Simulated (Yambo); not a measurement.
```xyz
3
Lattice="0.0000 3.1620 3.1620 3.1620 0.0000 3.1620 3.1620 3.1620 0.0000" Properties=species:S:1:pos:R:3 pbc="T T T"
Mg     1.5810     1.5810     1.5810
Mg     4.7431     4.7431     4.7431
Si     0.0000     0.0000     0.0000
```

Mg2Si (space group Fm-3m, No. 225): mean Im ε in 1 eV windows above the direct gap of 2.45 eV, for different electron-hole kernels (Yambo, broadening 0.15 eV, PBEsol (Quantum ESPRESSO, PseudoDojo norm-conserving, 84 Ry, scalar-relativistic) bands; 8×8×8 mesh, 4 valence and 7 conduction bands, static screening with 34 bands and a 4 Ry block, scissor 0.58 eV, Tamm-Dancoff; field along x).

```tsv
window (eV)	independent quasiparticles	RPA (no attraction)	BSE
2.4 to 3.4	37	30	41
3.4 to 4.4	18	16	13
4.4 to 5.4	11	12	7.5
5.4 to 6.4	3.4	5.4	3.2
6.4 to 7.4	1.8	2.7	1.9
```

This run doesn't resolve bound excitons or single peaks, so only averages are given, and they too depend on the mesh; weight that the attraction moves below the gap isn't listed. All transitions below 7.87 eV are in the band window. The scissor comes from a G0W0 run whose convergence isn't established.

Geometry relaxed with PBEsol.
